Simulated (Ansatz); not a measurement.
RhPb:
```xyz
2
Lattice="3.3232 0.0000 0.0000 0.0000 3.3232 0.0000 0.0000 0.0000 3.3232" Properties=species:S:1:pos:R:3 pbc="T T T"
Pb     0.0000     0.0000     0.0000
Rh     1.6616     1.6616     1.6616
```

This is the PBEsol-relaxed structure.

Task: All from plane-wave PAW PBEsol (Ansatz code), unless another level is named. Estimate the density of states at the Fermi level.

Result: 1.2 states/eV per atom (mean over ±0.08 eV).

Task: And the formation energy from the elements (no fitted shifts)?

Result: 0.12 eV/atom.

Space group Pm-3m (CsCl type). The cell is a constructed one: a structure type filled with these elements; neither database checked (COD, Materials Project) lists it. COD files the formula under space group No. 191. Whether it is the stable phase at ambient conditions was not checked. The cell was relaxed with PBEsol under the symmetry of its start; its stability against distortions is not shown here. The run is not spin-polarised. The references are the lowest solids computed at this level, not always the standard phases. Spin–orbit coupling is left out wherever it is not named.

Potentials: the earlier of the program's two PAW sets. The files were generated under PBE; for other functionals the program regenerates the frozen cores, and for LDA and PBEsol the local potential too.
